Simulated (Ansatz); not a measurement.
**YAl$_{2}$Pd$_{5}$: a prediction, then the measurements**

Computed with DFT r2SCAN, scalar-relativistic, plane waves, PAW in Ansatz 0.2.0.

Settings: cutoff 500 eV, Γ-centred mesh 12×12×12 on the computed 8-atom cell, Gaussian smearing of 0.10 eV; no spin polarisation.

Relaxed structure, symmetry kept:

```
Y Al Pd
1.0
    -2.05521    2.05521    7.43707
     2.05521   -2.05521    7.43707
     2.05521    2.05521   -7.43707
Y Al Pd
1 2 5
Cartesian
  0.0000 0.0000 0.0000
  0.0000 0.0000 11.1065
  0.0000 0.0000 3.7677
  0.0000 0.0000 7.4371
  0.0000 2.0552 5.2838
  2.0552 0.0000 5.2838
  2.0552 0.0000 2.1532
  0.0000 2.0552 2.1532
```

| Item | Value |
| --- | --- |
| Space group | I4/mmm (No. 139) |
| Volume per atom | 15.71 Å³ |
| Generalised Kohn–Sham band gap | none (metal) |
| Density of states at the Fermi level | 1.81 states/eV per cell |
| Löwdin character within 0.5 eV of the Fermi level | Pd 4d 35 %, Al 3p 30 %, Y 4d 15 %, unprojected 11 % |
| Bader charges (e) | Y (1 in the cell) 1.75, Al (2 in the cell) 1.95, Pd (1 in the cell) -0.65, Pd (4 in the cell) -1.25 |

**The experiment to reproduce.**

“Giant Uniaxial Anisotropy in the Magnetic and Transport Properties of CePd5Al2”, 2008, arxiv:0803.1078 reports, for a powder of YAl2Pd5: lattice constant a 4.1214 ± 0.0003 Å; lattice constant c 14.822 ± 0.001 Å.

Against the measured lattice constant a of YAl2Pd5, 4.1214 Å (powder; the paper above), the calculated 4.110 Å is off by -0.3 %. Against the measured lattice constant c of YAl2Pd5, 14.822 Å (powder; the paper above), the calculated 14.874 Å is off by +0.4 %. The calculation is for 0 K without zero-point motion.

Cost: 1 run of about 12 core-minutes, on Arm Neoverse V1 (shared hosts).